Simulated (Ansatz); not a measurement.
# Equation of state of Ag

```
Ag
1.0
     2.88620    0.00000    0.00000
    -1.44310    2.49952    0.00000
     0.00000    0.00000   10.00000
Ag
4
Cartesian
  0.0000 1.6663 2.5000
  1.4431 0.8332 7.5000
  0.0000 0.0000 0.0000
  0.0000 0.0000 5.0000
```

The geometry is COD entry 1509194, unchecked; take it as a test cell.

Levels of theory: DFT, LDA, all-electron LAPW, scalar-relativistic (Ansatz 0.2.0); DFT, LDA, PAW with Ansatz's default frozen-core files, scalar-relativistic (Ansatz 0.2.0).

For LAPW: a Γ-centred 14×14×4 k mesh, Fermi–Dirac smearing of 0.08 eV, basis error target 0.5 meV/atom, no spin polarisation. PAW takes a cutoff of 420 eV at this cell (files made with PBE, cores remade for this functional). The Ansatz runs share mesh, smearing and spin set-up. Plane-wave (PAW) pressures include the program's estimate of the Pulay term.

The cell above is scaled evenly, with fractional coordinates and shape held.

```
V/V(cell)  V (Å³/atom)  P, LAPW (GPa)  P, PAW (GPa)  free energy over the lowest listed, PAW (meV/atom)
   0.9400       16.953          -6.09         -6.09                                                 0.0
   0.9600       17.314          -8.07         -8.06                                                16.0
   0.9800       17.675          -9.76         -9.76                                                36.1
   0.9900       17.855         -10.52        -10.52                                                47.5
   1.0000       18.035         -11.22        -11.21                                                59.7
   1.0100       18.216         -11.86        -11.85                                                72.7
   1.0200       18.396         -12.45        -12.45                                                86.4
   1.0400       18.757         -13.50        -13.50                                               115.7
   1.0600       19.117         -14.39        -14.38                                               147.1
```
